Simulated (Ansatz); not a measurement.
La:
```xyz
2
Lattice="3.7716 0.0000 0.0000 -1.8858 3.2663 0.0000 0.0000 0.0000 6.1000" Properties=species:S:1:pos:R:3 pbc="T T T"
La     0.0000     2.1776     1.5250
La     1.8858     1.0888     4.5750
```

Relaxed with PBE. Special points in fractions of this cell's reciprocal vectors: Γ (0.000, 0.000, 0.000); M (0.500, 0.000, 0.000); K (0.333, 0.333, 0.000); A (0.000, 0.000, 0.500); L (0.500, 0.000, 0.500); H (0.333, 0.333, 0.500).

Problem. List the band energies nearest the Fermi level at these points for PBE (plane waves, PAW; program Ansatz).

Solution. In eV from the Fermi level; about four levels below and three above (degenerate sets whole), none deeper than 8.9 eV; points with the same levels are listed once.

```csv
k,below,above
Γ,-3.21 -1.74,1.06 1.31 1.31
M,-1.56 -1.16 -1.12,1.15 1.24 1.27
K,-1.26,0.04 0.04 0.27
A,-1.89 -1.89,0.58 0.58 1.37 1.37 1.37 1.37
L,-1.64 -1.64 -0.37 -0.37,1.49 1.49 1.68 1.68
H,-0.62 -0.62 -0.23 -0.23,0.92 0.92 1.44 1.44
```

Space group P6_3/mmc. The workflow started from an entry of the Crystallography Open Database (COD). Its sites differ from those of the usual phase in this space group: another stacking or structure type. Symmetry was held in the PBE relaxation; its stability against distortions is not shown here. Spin–orbit coupling is left out wherever it is not named.

Potentials: the earlier of the program's two PAW sets.
